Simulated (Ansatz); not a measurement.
# Scan of one atom of the cell for Te (trigonal-Te type, space group P3_121)

Te (trigonal-Te type, space group P3_121)

```
CELL_PARAMETERS angstrom
      4.52111     0.00000     0.00000
     -2.26056     3.91540     0.00000
      0.00000     0.00000     5.95492
ATOMIC_POSITIONS crystal
  Te 0.26812 0.00000 0.33333
  Te 0.00000 0.26812 0.66667
  Te 0.73188 0.73188 0.00000
```

Scan: atom 1 (Te, nearest neighbour Te at 2.889 Å; its periodic images, 4.5 Å or more away, move with it) is displaced along Cartesian [110], direction (0.707, 0.707, 0.000) in Cartesian axes, by s. The other atoms stay.

Method: PBE (plane waves to 420 eV, PAW, scalar-relativistic; Ansatz, a quantum-chemistry and plane-wave program). k mesh 7×7×5 (Γ-centred), Fermi-Dirac smearing 0.05 eV. Energies are smeared free energies. Stress and pressure are positive under compression. As the smearing reaches across the gap at some points, energies and forces of such displacements shift with the k mesh and the smearing. F∥ is the force on the atom along that direction. F⊥ is the part of the force across the line. Spin-orbit coupling is left out, though Te is heavy. Te was relaxed with its symmetry unable to fall. The PAW data are Ansatz's earlier set. The zero of ΔE is the undisplaced structure.

```tsv
s (Å)	ΔE (eV/cell)	F∥ (eV/Å)	|F⊥| (eV/Å)	P (GPa)
-0.290	0.136	1.016	0.514	2.2
-0.232	0.084	0.776	0.350	1.7
-0.174	0.046	0.554	0.219	1.2
-0.116	0.019	0.349	0.119	0.7
-0.058	0.005	0.164	0.047	0.3
0.000	0.000	-0.001	0.001	0.0
0.058	0.004	-0.146	0.026	-0.3
0.116	0.017	-0.269	0.030	-0.5
0.174	0.035	-0.369	0.016	-0.7
0.232	0.059	-0.443	0.023	-0.8
0.290	0.086	-0.491	0.073	-0.9
```

Read from the data:

| Item | Result |
|---|---|
| Energy at s = 0.290 Å | 86 meV/cell |
| Force along the line at s = -0.290 Å | 1.02 eV/Å |
| Symmetry of the curve | not even: the negative side lies higher at ±0.290 Å |
| Shape of the curve | a single well with its minimum at or next to zero displacement |
| Force constant k = d²E/ds² at s = 0 (finite differences) | 2.67 eV/Å² |
| Harmonic estimate at the end of the scan | ½ks² = 112 meV/cell against the computed 86 meV/cell, so the well is softer than harmonic there |

(A displaced cell: forces are minus the slopes of the energy, force constants its curvatures, and phonons follow from these.)
